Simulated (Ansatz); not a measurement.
Steps from a short run of molecular dynamics on a 2×2×1 supercell (16 atoms) of MgCdS2 (ordering on rocksalt), relaxed with r2SCAN; forces from r2SCAN in Ansatz, 2×2×2 mesh, Fermi-Dirac smearing of 0.146 eV, a Langevin thermostat at fixed volume, set at 1700 K. Classical nuclei, no spin polarisation; a few dozen steps show the first response, not equilibrium. The structure comes from a prototype and may be hypothetical.

Cell vectors in Å:
```
7.5660 0.0000 0.0000
0.0000 7.5660 0.0000
0.0000 0.0000 5.3524
```

Question: At 22 fs the positions in Å are
```
Mg   0.207   0.190   0.195
S    0.036   0.078   2.844
Cd   1.851   1.855   2.713
S    1.964   1.989   0.000
Mg   0.161   3.561   0.031
S   -0.078   3.662   2.575
Cd   1.923   5.683   2.475
S    1.690   5.711   0.054
Mg   3.733  -0.169  -0.012
S    3.946  -0.077   2.448
Cd   5.715   1.990   2.669
S    5.414   2.086  -0.190
Mg   3.700   3.958  -0.055
S    3.814   3.834   2.808
Cd   5.654   5.545   2.723
S    5.713   5.637  -0.111
```
What are the forces, and how far does the free energy (smearing included) lie above that of step 0, with the atoms on their sites?

Answer: 97.8 meV an atom; forces in eV/Å:
```
Mg  -0.958  -0.406  -0.277
S    0.217  -0.509  -0.458
Cd   0.764   0.118  -0.098
S    0.099  -0.629   0.171
Mg  -1.290   0.807  -0.242
S    1.119   0.957   0.039
Cd  -0.024  -0.005   1.249
S    0.567  -0.051  -1.296
Mg   0.735   0.357  -0.372
S   -0.679   0.438   0.644
Cd  -0.787  -0.988  -0.554
S    0.900  -0.827   1.300
Mg   0.544  -0.119   0.306
S   -1.555  -0.205  -0.811
Cd   0.574   0.576  -0.524
S   -0.227   0.485   0.922
```
